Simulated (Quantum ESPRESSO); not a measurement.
## Band energies of CdSe at -3 % isotropic strain

```
CdSe
1.0
    0.00000     2.95021     2.95021
    2.95021     0.00000     2.95021
    2.95021     2.95021     0.00000
Se Cd
1 1
Direct
  0.25000   0.25000   0.25000
  0.00000   0.00000   0.00000
```

norm-conserving PBE (stringent potentials; Quantum ESPRESSO, 120 Ry, without SOC); path ΓXWKΓLUWLK,UX; energies in eV from the valence-band maximum.

```csv
k (1/Å),point,band 18,band 19,band 20,band 21,band 22,band 23,band 24,band 25
0.00,Γ,-7.81,-7.81,0.00,0.00,0.00,0.79,5.93,5.93
0.53,,-7.82,-7.77,-2.72,-1.22,-1.22,3.48,4.19,7.85
1.06,X,-7.73,-7.36,-4.51,-2.18,-2.18,2.97,3.83,9.54
1.60,W,-7.81,-7.18,-4.44,-2.63,-2.58,5.20,5.43,6.64
1.72,,-7.79,-7.20,-4.44,-2.79,-2.30,4.70,5.40,7.06
1.97,K,-7.77,-7.24,-4.47,-2.95,-1.79,3.68,5.37,8.48
2.28,,-7.81,-7.47,-4.17,-2.63,-1.08,4.09,5.83,6.85
2.80,,-7.82,-7.80,-1.71,-0.58,-0.14,2.25,5.57,6.21
3.10,Γ,-7.81,-7.81,0.00,0.00,0.00,0.79,5.93,5.93
3.31,,-7.81,-7.81,-1.09,-0.12,-0.12,1.67,5.77,6.12
3.92,,-7.78,-7.50,-4.81,-0.86,-0.86,2.51,6.48,6.48
4.03,L,-7.77,-7.44,-4.95,-0.89,-0.89,2.50,6.47,6.47
4.46,,-7.78,-7.30,-4.58,-2.59,-1.45,3.89,5.64,7.70
4.68,U,-7.77,-7.24,-4.47,-2.95,-1.79,3.68,5.37,8.48
5.05,W,-7.81,-7.18,-4.44,-2.63,-2.58,5.20,5.43,6.64
5.52,,-7.78,-7.37,-4.77,-1.86,-1.21,3.59,5.62,7.02
5.81,L,-7.77,-7.44,-4.95,-0.89,-0.89,2.50,6.47,6.47
5.97,,-7.78,-7.41,-4.89,-1.30,-0.99,2.95,6.03,6.69
6.38,,-7.78,-7.25,-4.48,-2.94,-1.68,3.78,5.59,8.12
6.46,K,-7.77,-7.24,-4.47,-2.95,-1.79,3.68,5.37,8.48
6.46,U,-7.77,-7.24,-4.47,-2.95,-1.79,3.68,5.37,8.48
6.84,X,-7.73,-7.36,-4.51,-2.18,-2.18,2.97,3.83,9.54
```

The PBE gap is direct, 0.79 eV at Γ.

Spin-orbit splittings are left out.

Geometry strained from the cell relaxed with PBEsol, atoms relaxed again.
